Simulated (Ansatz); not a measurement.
Phonon-limited resistivity of Hf, calculated with Ansatz

Space group P6_3/mmc (No. 194), 2 atoms in the cell of the first input below: a = 3.156 Å, b = 3.156 Å, c = 5.006 Å, α = 90.00°, β = 90.00°, γ = 120.00°.

The cell was built from a prototype of a structure type listed for this element, relaxed without spin–orbit coupling to zero pressure (pressure 0.0 GPa with this functional, without spin–orbit coupling). Functional: PBEsol.

Input:

```yaml
crystal:
  lattice:
    - [3.1563705648, 0.0, 0.0]
    - [-1.5781852824, 2.7334970929, 0.0]
    - [0.0, 0.0, 5.0064095788]
  atoms:
    - { symbol: Hf, position: [0.3333333333, 0.6666666667, 0.75] }
    - { symbol: Hf, position: [0.6666666667, 0.3333333333, 0.25] }
basis:
  ecutwfc: 420
  ecutrho_ratio: 4
kpoints:
  mp_grid: { grid: [12, 12, 8] }
hamiltonian:
  xc: pbesol
scf:
  occupations: { method: methfessel_paxton, width: 0.2 }
output: {}
phonons:
  supercell: [2, 2, 2]
  qpath:
    path:
      - [[0.0, 0.0, 0.0], [0.5, 0.0, 0.0], [0.33333333, 0.33333333, 0.0], [0.0, 0.0, 0.0], [0.0, 0.0, 0.5], [0.5, 0.0, 0.5], [0.33333333, 0.33333333, 0.5], [0.0, 0.0, 0.5]]
      - [[0.5, 0.0, 0.5], [0.5, 0.0, 0.0]]
      - [[0.33333333, 0.33333333, 0.5], [0.33333333, 0.33333333, 0.0]]
    npoints: 6
  electrical_resistivity: { mesh: [24, 24, 16], temperatures: [50, 100, 200, 300, 500] }
  superconductivity: { mesh: [24, 24, 16], eliashberg_equations: false }
```

```bash
ansatz run input.yaml --threads 8 --pin off --max-ram 15360MiB --backend cpu --events-out ev --progress --plain --runs-dir out
```

Time: 3.7 min on 8 threads of Arm Neoverse V2 (shared host), peak memory 6.7 GiB.

λ_tr,xx from the finest mesh down: 0.399, 0.403, 0.455. The next coarser mesh moves the resistivity at 300 K by 7 % along the axis that moves most.

The run gives λ_tr,xx = 0.399 and a Drude plasma energy ħω_p,xx = 4.15 eV.

**Question.** Estimate the resistivity along x at 300 K from the high-temperature formula.

**Answer.** ħ/τ = 2π λ_tr k_B T = 0.0648 eV and ρ = 1/(ε0 ω_p² τ) = 27.97 μΩ cm. The Boltzmann solution gives 27.40 μΩ cm, so the estimate is 2 % high, which is less than the mesh moves the solution along x.

| T (K) | ρ_xx (μΩ cm) | ρ_zz (μΩ cm) | formula, xx | R_H, field along x (10⁻¹¹ m³/C) | R_H, field along z (10⁻¹¹ m³/C) |
| --- | --- | --- | --- | --- | --- |
| 50 | 2.12 | 1.94 | 4.66 | -14.2 | 26.1 |
| 100 | 7.55 | 6.89 | 9.32 | -15.5 | 20.5 |
| 200 | 17.63 | 16.16 | 18.65 | -16.1 | 19.7 |
| 300 | 27.40 | 25.18 | 27.97 | -16.8 | 19.8 |
| 500 | 47.17 | 43.64 | 46.62 | -18.6 | 20.6 |

The sign of R_H depends on the direction of the field, so it shows no single kind of carrier. At 300 K the next coarser mesh moves R_H by up to 14 %.

At 50 K the solution is 0.46 times the linear formula, and at 500 K 1.01 times. The formula is meant for temperatures above the phonon energies and for bands that vary little within k_B T.

Caveats: no spin-orbit coupling, which matters for these elements; not converged in the fine mesh; small supercell, couplings not converged in it.
